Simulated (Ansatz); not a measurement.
Level of theory: DFT PBE, scalar-relativistic, plane waves, PAW (Ansatz 0.2.0). All cells share a 420 eV cutoff and Γ-centred k meshes spaced at most about 0.3 Å⁻¹ (about 0.25 or finer for metals, 2π included). No spin polarisation in the final relaxations.

All energies are static (0 K, no zero-point motion). All come from trial cells, and lower structures may exist.

**Question.** Which of these relaxed structures of ScGaS is the lowest in energy?
A.

```xyz
3
Lattice="4.3989 0.0000 0.0000 -2.1994 3.8096 0.0000 0.0000 0.0000 3.3223" Properties=species:S:1:pos:R:3 pbc="T T T"
Sc    0.0000    0.0000    0.0000
Ga    0.0000    2.5397    1.6612
S     2.1994    1.2699    1.6612
```

B.

```xyz
3
Lattice="4.1036 0.0000 0.0000 0.0000 4.1036 0.0000 0.0000 0.0000 4.7715" Properties=species:S:1:pos:R:3 pbc="T T T"
Sc    0.0000    0.0000    0.0000
Ga    2.0518    2.0518    0.0000
S     0.0000    0.0000    2.3858
```

C.

```xyz
6
Lattice="3.6429 0.0000 0.0000 0.0000 3.6429 0.0000 0.0000 0.0000 8.4734" Properties=species:S:1:pos:R:3 pbc="T T T"
Sc    1.8215    0.0000    5.8533
Sc    0.0000    1.8215    2.6200
Ga    0.0000    0.0000    0.0000
Ga    1.8215    1.8215    0.0000
S     1.8215    0.0000    3.1673
S     0.0000    1.8215    5.3061
```

D.

```xyz
6
Lattice="4.7859 0.0000 0.0000 0.0000 4.7859 0.0000 0.0000 0.0000 6.0340" Properties=species:S:1:pos:R:3 pbc="T T T"
Sc    0.0000    0.0000    3.0170
Sc    2.3930    2.3930    3.0170
Ga    0.0000    0.0000    0.0000
Ga    2.3930    2.3930    0.0000
S     0.0000    2.3930    3.7976
S     2.3930    0.0000    2.2364
```

**Answer.** C. It has space group P4/nmm (No. 129); the next, D, with space group P4/nmm (No. 129), lies 0.34 eV/atom higher. Counting S atoms around Ga and Sc (those within 1.25 times the shortest such distance or 1.15 times the sum of covalent radii, 1.27 where that leaves under three; the shortest distance is added where it exceeds 1.18 times the sum of covalent radii), the lowest has Sc 5, Ga 4 from 3.7 Å and the next has Sc 4, Ga 4 from 3.3 Å.

Cells relaxed within their symmetry can be saddle points. Some candidate types were left out of the draw beforehand, so a known form may be missing.
